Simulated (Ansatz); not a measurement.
A geometry of Mg away from equilibrium: step 2 of the relaxation of a randomly generated symmetric cell of Mg (space group No. 164). Method: PBE (plane waves to 420 eV, PAW, scalar-relativistic; Ansatz, a program for electronic structure). Γ-centred k-mesh 11×11×7 on the run's cell (coarser than for final values), Fermi–Dirac smearing 0.05 eV. The plane waves were selected for a different cell earlier on the path.

```xyz
2
Lattice="3.4866 0.0000 0.0000 -1.7433 3.0195 0.0000 0.0000 0.0000 4.6661" Properties=species:S:1:pos:R:3 pbc="T T T"
Mg     0.0000     2.0130     3.4346
Mg     1.7433     1.0065     1.2315
```

Task: Give the Cartesian forces on all atoms (eV/Å).

Result: 
```tsv
atom	Fx	Fy	Fz
Mg1	0.00	0.00	0.46
Mg2	0.00	0.00	-0.46
```

The path ends in P6₃/mmc (No. 194) (hcp (Mg type)). No spin polarisation in the result.

The run could not lose the symmetry of its start.
